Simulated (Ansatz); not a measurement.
**ZnNi under pressure**

Method: DFT LDA, scalar-relativistic, plane waves, PAW in Ansatz. Cutoff 420 eV, 16×16×14 k-points (Γ-centred), Fermi-Dirac smearing of 0.15 eV. No spin polarisation. Phonons by linear response, acoustic sum rule imposed.

Equilibrium structure at this level:
Space group P4/mmm (No. 123). a = 2.632 Å, b = 2.632 Å, c = 3.193 Å, α = 90.00°, β = 90.00°, γ = 90.00°
```tsv
atom	site	symmetry	x	y	z
Zn	1d	4/mmm	0.5000	0.5000	0.5000
Ni	1a	4/mmm	0.0000	0.0000	0.0000
```

In a metal, frequencies and elastic constants depend on the k mesh and the smearing, soft modes and shear constants most. Spin polarisation was left out, and a magnetic state may lie lower.

Problem. The cell is relaxed again at 8 and 25 GPa. How do volume, gap and optical modes at Γ (cm⁻¹, counted from the lowest optical one; a degenerate one stands once) change?

Solution.
```csv
,0 GPa,8 GPa,25 GPa
V/V0,1.000,0.963,0.903
gap (eV),0.00,0.00,0.00
mode 1,230,248,280
mode 3,276,300,342
```